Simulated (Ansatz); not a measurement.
Structure relaxation, Ir

The start is a generated cell, Ir built in the beta-Sn structure type. The cell and all atomic positions are relaxed at zero pressure with PBE (plane waves to 420 eV, PAW, scalar-relativistic; Ansatz, a first-principles code). The first steps use a coarse 14×14×14 k-mesh.

The start:
```
CELL_PARAMETERS angstrom
     -2.38819     2.38819     1.30303
      2.38819    -2.38819     1.30303
      2.38819     2.38819    -1.30303
ATOMIC_POSITIONS crystal
  Ir 0.75000 0.25000 0.50000
  Ir 0.00000 0.00000 0.00000
```

Problem. How large is the pressure on the unrelaxed cell, and of which sign?

Solution. +28.9 GPa (positive: the cell is compressed).

Problem. By how much does the energy per atom fall from start to end?

Solution. 0.13 eV/atom.

Problem. How does the volume change?

Solution. +9.1 %, from 14.86 to 16.22 Å³/atom.

Problem. Is the relaxed structure metallic? Give its gap.

Solution. No gap (metallic).

Problem. Give the final cell and atomic positions.

Solution. 
Space group I4₁/amd, origin choice 1 (No. 141); a = 4.854 Å, b = 4.854 Å, c = 2.753 Å, α = 90.00°, β = 90.00°, γ = 90.00°

```
atom  site  symmetry       x       y       z
----  ----  --------  ------  ------  ------
Ir      4a      -4m2  0.0000  0.0000  0.0000
```
(The calculation used a cell of 2 atoms; values per cell refer to that cell.)

The space group stays I4₁/amd (No. 141) (the run could not lower it); the end is AFLOW prototype A_tI4_141_a (A5, as in Sn), with 2 atoms in the primitive cell. Final values are on a 19×19×19 k-mesh of the relaxed cell. No spin polarisation in the result.

The run could not lower the symmetry of its start; a shaken copy of this end point relaxes with PBE to Fm-3m (No. 225), 0.68 eV/atom lower.

The relaxed structure here is a generated cell of Ir: the first start was made by placing the elements on the sites of a structure type, and the end was not matched to a known phase here, so it may be hypothetical. Known forms of Ir include space group No. 225.
